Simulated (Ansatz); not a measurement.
**CsH: energy along a strain**

CsH, Fm-3m, a = 6.376 Å (as given, not relaxed at this level: 0.0 GPa). Ansatz: r2SCAN, PAW, 500 eV, Γ-centred 6×6×6 mesh on 2 atoms, Gaussian smearing 0.05 eV; no spin polarisation. Cell vectors (Å): 0.000 3.188 3.188; 3.188 0.000 3.188; 3.188 3.188 0.000. The cell is strained by x per cent times the pattern (0 0 0 0 1 0) in the order xx yy zz yz xz xy (engineering shears), with fractional coordinates held. y is the free energy over the start, V0 = 32.401 Å³/atom. Symmetry makes y even in x. Points with a strain past 8.5 % were computed too (2) and aren't used here.

```tsv
x (%)	y (meV/atom)
-5.00	1.17
0.00	0.00
1.25	0.07
2.50	0.29
3.75	0.66
6.25	1.84
7.50	?
```

Q: Fit y = c2 x² + c4 x⁴ to the other rows, get the stiffness along the pattern, and predict the missing energy.

A: Least squares on the rows shown. y = 0.04650 x² + 1.524×10⁻⁵ x⁴. The clamped-ion stiffness p·C·p = 2 × 0.4650 eV × 160.2 / 32.401 Å³ = 4.6 GPa, which is C55 in these axes (C44 of the cubic crystal). At x = 7.50 the fit asked for gives 2.66 meV/atom. The run gave 2.66 meV/atom, the same to the digits shown.